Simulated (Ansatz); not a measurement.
Ru (simple cubic): energy against volume

Theory: Ansatz, DFT, m-r2SCAN, plane waves (500 eV) with PAW, scalar-relativistic. The PAW files were generated under PBE, with cores re-solved for the functional.

The cell is scaled uniformly from the relaxed one, with fractional coordinates and shape fixed. Energies are extrapolated to zero smearing, pressures are those at the given smearing. Magnetic state: non-magnetic.

A Birch-Murnaghan fit gives V₀ = 15.45 Å³/atom, B₀ = 239 GPa, B₀′ = 4.7.

Q: What are the energy above the minimum and the pressure at 13.592 Å³/atom?

A: 213.2 meV/atom and 41.54 GPa as computed.

Q: What are the energy above the minimum and the pressure at 14.210 Å³/atom?

A: 87.4 meV/atom and 24.52 GPa as computed.

Q: What are the energy above the minimum and the pressure at 17.299 Å³/atom?

A: 133.3 meV/atom and -20.66 GPa as computed.

m-r²SCAN is r²SCAN on the gauge-invariant kinetic-energy density; without spin polarisation the two are equal.
